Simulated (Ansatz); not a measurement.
NbAg (rock salt, Fm-3m) under volume change, PBEsol (plane waves, PAW; program Ansatz), scaled uniformly.

| V (Å³/atom) | E − E(relaxed) (meV/atom) | P (GPa) |
|---|---|---|
| 17.725 | 79.6 | 15.90 |
| 18.310 | 33.3 | 9.67 |
| 18.894 | 7.8 | 4.42 |
| 19.478 | 0.0 | 0.00 |
| 20.063 | 7.0 | -3.72 |
| 20.647 | 26.4 | -6.86 |
| 21.232 | 56.4 | -9.48 |

Question: What does a third-order Birch–Murnaghan fit give for V₀, B₀ and B′?

Answer: V₀ = 19.48 Å³/atom, B₀ = 135 GPa, B′ = 4.7.

The start of the workflow was typed in or built on a structure type; neither database checked (COD, Materials Project) lists it. Its standing as an ambient phase is unchecked. The PBEsol relaxation kept the symmetry of its start. At this level the phase is mechanically unstable. The run is not spin-polarised. Its formation energy is positive at this level, so the cell may be metastable or incomplete.

Potentials: the earlier of the program's two PAW sets.
